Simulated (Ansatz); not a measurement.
**Response of BaTiO₃ to small distortions**

```xyz
5
Lattice="4.0073 0.0000 0.0000 0.0000 4.0073 0.0000 0.0000 0.0000 4.0073" Properties=species:S:1:pos:R:3 pbc="T T T"
Ba    2.0036    2.0036    2.0036
Ti    0.0000    0.0000    0.0000
O     2.0036    0.0000    0.0000
O     0.0000    2.0036    0.0000
O     0.0000    0.0000    2.0036
```

Atom numbers follow the list: Ba1, Ti2, O3, O4, O5.

The cell comes from COD entry 1507757, which wasn't checked; take it as a given geometry.

Spin–orbit coupling is left out, though it moves levels of the heavy atoms by tenths of an eV or more.

The calculation used DFT, LDA, all-electron PAW with datasets made for the crystal, scalar-relativistic in Ansatz 0.2.0.

Sampling and basis: a Γ-centred 8×8×8 k mesh, Fermi–Dirac smearing of 0.05 eV, cutoff 540 eV (chosen by the program for this cell), no spin polarisation.

The unchanged cell is at -9.41 GPa.

x, y and z are the Cartesian axes of the cell as listed; fractional coordinates follow a strain, and an engineering shear is twice the off-diagonal strain component.

Vzz stands for the principal value of largest size of the field-gradient tensor, whatever its axis.

Spin–orbit coupling is left out, which moves gradients at and beside heavy atoms by some per cent and at worst by a factor of two.

With equal xy, yz and zx engineering shear strains of -3 %: energy change +13 meV/atom; stress change (xx, yy, zz, yz, xz, xy) 0.24, 0.24, 0.24, 3.63, 3.63, 3.63 GPa, compression positive; Vzz in 10²¹ V/m²: Ba1 0 → -3.44 (η = 0.00), Ti2 0 → 1.20 (η = 0.00), O3 2.20 → 2.30 (η = 0.01); gap on the k mesh 1.71 → 1.54 eV.

With equal xy, yz and zx engineering shear strains of -1 %: energy change +1 meV/atom; stress change (xx, yy, zz, yz, xz, xy) 0.03, 0.03, 0.03, 1.20, 1.20, 1.20 GPa, compression positive; Vzz in 10²¹ V/m²: Ba1 0 → -1.23 (η = 0.00), Ti2 0 → 0.40 (η = 0.00), O3 2.20 → 2.21 (η = 0.00); gap on the k mesh 1.71 → 1.66 eV.

Task: With this change (equal xy, yz and zx engineering shear strains of +2 %), what becomes of the energy and stress and field gradients and gap?

Result: Energy change +5 meV/atom; stress change (xx, yy, zz, yz, xz, xy) 0.11, 0.11, 0.11, -2.36, -2.36, -2.36 GPa, compression positive; Vzz in 10²¹ V/m²: Ba1 0 → 2.69 (η = 0.00), Ti2 0 → -0.78 (η = 0.00), O3 2.20 → 2.24 (η = 0.03); gap on the k mesh 1.71 → 1.65 eV.

Task: With this change (equal xy, yz and zx engineering shear strains of -2 %), what becomes of the energy and stress and field gradients and gap?

Result: Energy change +6 meV/atom; stress change (xx, yy, zz, yz, xz, xy) 0.11, 0.11, 0.11, 2.41, 2.41, 2.41 GPa, compression positive; Vzz in 10²¹ V/m²: Ba1 0 → -2.38 (η = 0.00), Ti2 0 → 0.80 (η = 0.00), O3 2.20 → 2.24 (η = 0.00); gap on the k mesh 1.71 → 1.60 eV.

With equal xy, yz and zx engineering shear strains of +1 %: energy change +1 meV/atom; stress change (xx, yy, zz, yz, xz, xy) 0.03, 0.03, 0.03, -1.19, -1.19, -1.19 GPa, compression positive; Vzz in 10²¹ V/m²: Ba1 0 → 1.31 (η = 0.00), Ti2 0 → -0.39 (η = 0.00), O3 2.20 → 2.21 (η = 0.01); gap on the k mesh 1.71 → 1.68 eV.

Task: With this change (equal xy, yz and zx engineering shear strains of +3 %), what becomes of the energy and stress and field gradients and gap?

Result: Energy change +12 meV/atom; stress change (xx, yy, zz, yz, xz, xy) 0.24, 0.24, 0.24, -3.53, -3.53, -3.53 GPa, compression positive; Vzz in 10²¹ V/m²: Ba1 0 → 4.14 (η = 0.00), Ti2 0 → -1.17 (η = 0.00), O3 2.20 → 2.30 (η = 0.05); gap on the k mesh 1.71 → 1.61 eV.
